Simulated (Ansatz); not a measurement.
This run works on a generated trial structure, not on a known crystal.

Input and command of a plane-wave DFT calculation in Ansatz:

```yaml
crystal:
  lattice:
    - [0.0, 3.0172537288, 3.0172537288]
    - [3.0172537288, 0.0, 3.0172537288]
    - [3.0172537288, 3.0172537288, 0.0]
  atoms:
    - { symbol: Pd, position: [0.0, 0.0, 0.0], spin: 0.31 }
    - { symbol: Pt, position: [0.25, 0.25, 0.25], spin: 0.44 }
    - { symbol: Pt, position: [0.75, 0.75, 0.75], spin: 0.44 }
basis:
  ecutwfc: 420
kpoints:
  mp_grid: { grid: [14, 14, 14] }
hamiltonian:
  xc: pbe
scf:
  occupations: { method: gaussian, width: 0.1 }
output:
  forces: true
  stress: true
  eigenvalues: true
  populations: true
magnetization:
  spin_polarized: true
relax:
  adjacent_minimum: "off"
  f_tol: 0.01
  max_steps: 80
  cell: { stress_tol: 0.05 }
```

```bash
ansatz run input.yaml --threads 1 --pin off --max-ram 2560MiB --backend cpu --events-out ev --progress --plain --runs-dir out
```

Processor: AMD EPYC (Zen 3), 1 thread, on a host shared with other jobs.

Q: How long does it run, and how much memory does it take?

A: About 3.9 min, peak memory 0.59 GiB. It solves 34 bands at 104 k points (after reduction by symmetry) with about 1067 plane waves (on the last cell), in 45 SCF iterations over 4 ionic steps.
